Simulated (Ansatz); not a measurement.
Li, DFT, r2SCAN, PAW with Ansatz's default frozen-core files, scalar-relativistic (Ansatz 0.2.0), run on 1 thread of Arm Neoverse V1 on a shared host.

Structure from Materials Project entry mp-135 (possibly hypothetical), not relaxed further. The listed cell was then made from it by scaling, straining or moving an atom.

Command: `ansatz run input.yaml --threads 1 --pin off --max-ram 2048MiB --backend cpu --events-out ev --progress --plain --runs-dir out`

```yaml
crystal:
  lattice:
    - [-1.7533835388, 1.7533835388, 1.7533835388]
    - [1.7533835388, -1.7533835388, 1.7533835388]
    - [1.7533835388, 1.7533835388, -1.7533835388]
  atoms:
    - { symbol: Li, position: [0.0, 0.0, 0.0] }
kpoints:
  mp_grid: { grid: [17, 17, 17] }
scf:
  occupations: { method: fermi_dirac, width: 0.05 }
hamiltonian:
  xc: r2scan
  pseudopotentials: { kind: paw }
output:
  forces: true
  stress: true
  eigenvalues: true
  efg: { contact_densities: true }
  write_density: true
  write_potential: true
  elf: true
  volumetric_format: npy
```

Q: How large is the problem that the program sets up?

A: 165 irreducible k-points, 555 plane waves at Γ, 6 bands.

Q: Estimate the wall time and the peak memory.

A: 4.5 s of wall time for 6 SCF iterations, with a peak of 0.31 GiB. Times on shared machines scatter by tens of per cent.
